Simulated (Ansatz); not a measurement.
Consider the following.

RbCl (rock salt), conventional cell a = 6.698 Å, b = 6.698 Å, c = 6.698 Å, α = 90.00°, β = 90.00°, γ = 90.00°. The calculation uses the primitive cell of 2 atoms, to which meshes and values per cell refer.

The volume is varied about the relaxed value V₀ at fixed cell shape. Symmetry pins the atoms to their sites.

Method: PBE (plane waves to 420 eV, PAW, scalar-relativistic; Ansatz, a program for electronic structure). k mesh 9×9×9 (Γ-centred), Fermi-Dirac smearing 0.05 eV. Energies are smeared free energies. Stress and pressure are positive under compression. RbCl was relaxed with its symmetry unable to fall. The zero of ΔE is the relaxed starting cell.

The scan covers V/V₀ from 0.900 to 1.100 in 13 points.

Q: What is ΔE at V/V₀ = 1.100?

A: 13.6 meV/atom.

Q: What pressure does the cell carry at V/V₀ = 0.900?

A: 1.96 GPa.

Q: What is ΔE at V/V₀ = 0.900?

A: 20.7 meV/atom.

(Under strain, the slope of the energy per volume gives the stress and its curvature an elastic modulus.)
